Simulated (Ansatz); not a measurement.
Given:

SnMo2N:
```
SnMo2N
1.0
    3.21783     0.00000     0.00000
   -1.60891     2.78672     0.00000
    0.00000     0.00000    12.92241
Sn Mo N
2 4 2
Cartesian
  0.00000   1.85781   9.69181
  1.60891   0.92891   3.23060
  0.00000   1.85781   0.98860
  1.60891   0.92891   7.44981
  1.60891   0.92891  11.93380
  0.00000   1.85781   5.47260
  0.00000   0.00000   0.00000
  0.00000   0.00000   6.46120
```

This is the PBEsol-relaxed structure. Tensor components refer to the Cartesian frame of this cell.

All from PBEsol in the plane-wave PAW code Ansatz, unless another level is named. Predict the Hill bulk and shear moduli.

194 and 34.1 GPa.

What about the elastic constants (relaxed ions, GPa)?

C11 = 230, C12 = 205, C13 = 138, C33 = 321, C44 = 52.7.

Space group P6_3/mmc. The start of the workflow was typed in or built on a structure type; neither database checked (COD, Materials Project) lists it. Its standing as an ambient phase is unchecked. The cell was relaxed with PBEsol under the symmetry of its start; its stability against distortions is not shown here. The workflow began spin-polarised and lost its moments. As this level gives no gap, shear constants depend on the k-mesh and smearing (Fermi–Dirac, 0.1 eV here). Scalar-relativistic: spin–orbit coupling is off unless named, which matters more the heavier the elements.

Potentials: the earlier of the program's two PAW sets. The files were generated under PBE; for other functionals the program regenerates the frozen cores, and for LDA and PBEsol the local potential too.
